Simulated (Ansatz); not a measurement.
## Fields on a plane of Pb (hcp, Mg type)

```xyz
2
Lattice="3.4857 0.0000 0.0000 -1.7429 3.0187 0.0000 0.0000 0.0000 5.7564" Properties=species:S:1:pos:R:3 pbc="T T T"
Pb     0.0000     2.0125     1.4391
Pb     1.7429     1.0062     4.3173
```

The slice is a (-1 1 0 2) plane (indices of the conventional cell) through the point (0.667, 0.333, 0.750) (fractional), spanned by u = [110] and v = [1 -1 1] in vectors of this cell: u (3.49 Å) and v (8.34 Å, at 90° to u). It covers one period; positions are fractions (u, v).

Atoms on it: Pb at (0.00, 0.00). Other atoms lie within 1 Å of the plane.

Level of theory: r2SCAN+rVV10 (plane waves to 500 eV, PAW, scalar-relativistic; Ansatz, a quantum-chemistry and plane-wave program). k mesh 15×15×8. These are valence fields of a PAW run, semicore shells included where kept as valence: close to a nucleus they are smooth pseudo fields. Pb was relaxed with its symmetry unable to fall. Spin-orbit coupling is left out, though Pb is heavy. This is one of several known forms of Pb; the measured ambient cells at hand have space group No. 225.

```
|xxx05750xx|
|xxx27872xx|
|0016898610|
|4578999875|
|7889999988|
|6789999987|
|1257999752|
|x005888500|
|xx0278720x|
|xxx27872xx|
|xx0378730x|
|0015888510|
|2357888753|
|7777777777|
|9987656789|
|9987545789|
|9987555789|
|9998767899|
|8888888888|
|4578898875|
|0016898610|
|xxx27872xx|
|xxx05750xx|
|xxx04740xx|
```
Scale: ten equal steps from 0.00 (start of '0') to 8.45 (end of '9'), in the order '0123456789'. Values: electrostatic potential energy of an electron, from the cell's mean, in eV. The map has 10 points along u (one character each, u = 0 at the left) and 24 along v (v = 0 in the bottom row). Points within 1 Å of a nucleus are blanked (x), as the pseudised field means little there. Values under 0 eV are set to 0. The zero, the cell's mean, hangs on the PAW cores.

```
v \ u  0.00  0.20  0.40  0.60  0.80
-----  ----  ----  ----  ----  ----
0.92   0.32  0.41  0.27  0.27  0.41
0.83   0.32  0.27  0.13  0.13  0.27
0.75   0.28  0.22  0.12  0.12  0.22
0.67   0.41  0.36  0.21  0.21  0.36
0.58   0.32  0.40  0.26  0.26  0.40
0.50   0.40  0.34  0.21  0.21  0.34
0.42   0.26  0.21  0.24  0.24  0.21
0.33   0.11  0.19  0.31  0.31  0.19
0.25   0.11  0.16  0.27  0.27  0.16
0.17   0.33  0.26  0.19  0.19  0.26
0.08   0.32  0.40  0.26  0.26  0.40
0.00      x  0.32  0.31  0.31  0.32
```

Values: electron localisation function (ELF). Points within 0.5 Å of a nucleus are blanked (x), as the pseudised field means little there.
